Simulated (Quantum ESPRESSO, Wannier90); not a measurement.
## PbIF (P4/nmm), plane waves to Wannier functions

```xyz
6
Lattice="4.2359 0.0000 0.0000 0.0000 4.2359 0.0000 0.0000 0.0000 9.4597" Properties=species:S:1:pos:R:3 pbc="T T T"
Pb     0.0000     2.1179    -1.4877
Pb     2.1179     0.0000     1.4877
I      2.1179     0.0000    -3.1044
I      0.0000     2.1179     3.1044
F      0.0000     0.0000     0.0000
F      2.1179     2.1179     0.0000
```

Structure: Materials Project mp-22969, symmetrised, not relaxed again. COD (Crystallography Open Database) has an entry of this formula and space group (matched by these alone). Computed values, not measurements, from PBEsol: Quantum ESPRESSO (norm-conserving PseudoDojo potentials, cutoff 68 Ry, no spin polarisation, no spin-orbit coupling) on a Γ-centred 4×4×4 mesh, then Wannier90. Density: 8×8×4 mesh, cold smearing 0.01 Ry. Spin-orbit coupling is left out although heavy elements are present.

A tight-binding model is made by disentanglement and projection with no localisation steps (num_iter = 0), so the 24 orbitals stay atom-like: hydrogen-like Pb: s;p; I: s;p; F: s;p, axes along x, y, z; frozen window up to 3.47 eV relative to the valence-band maximum. It follows pw.x to 5.3 meV rms for states up to 3.0 eV relative to the valence-band maximum. Matrix elements depend on this choice of orbitals and windows. Bands 3–12 (Pb 5d 100 %) lie between the kept ones and are excluded.

The 20 largest hoppings ⟨m,0|H|n,R⟩ between different sites (one of each Hermitian pair; signs follow the real orbitals' lobes; the list may end inside a set of equal values):

```csv
m,n,R,distance of the centres (Å),t (eV)
Pb1 s,F5 py,0 1 0,2.57,0.830
F6 px,Pb1 s,0 0 0,2.57,0.830
F6 px,Pb1 s,1 0 0,2.57,-0.830
F5 px,Pb2 s,0 0 0,2.57,-0.830
F5 py,Pb1 s,0 0 0,2.57,-0.830
Pb2 s,F5 px,1 0 0,2.57,0.830
F6 py,Pb2 s,0 0 0,2.57,0.830
F6 py,Pb2 s,0 1 0,2.57,-0.830
I4 py,Pb2 px,0 0 0,3.35,-0.667
I4 py,Pb2 px,0 1 0,3.35,0.667
I3 py,Pb1 px,0 0 0,3.35,-0.667
Pb1 px,I3 py,0 1 0,3.35,0.667
I3 py,Pb1 px,1 -1 0,3.35,-0.667
I4 px,Pb2 py,0 1 0,3.35,0.667
Pb2 py,I4 px,1 -1 0,3.35,-0.667
Pb2 px,I4 py,1 -1 0,3.35,-0.667
Pb2 px,I4 py,1 0 0,3.35,0.667
I3 py,Pb1 px,1 0 0,3.35,0.667
Pb2 py,I4 px,1 0 0,3.35,0.667
I4 px,Pb2 py,0 0 0,3.35,-0.667
```
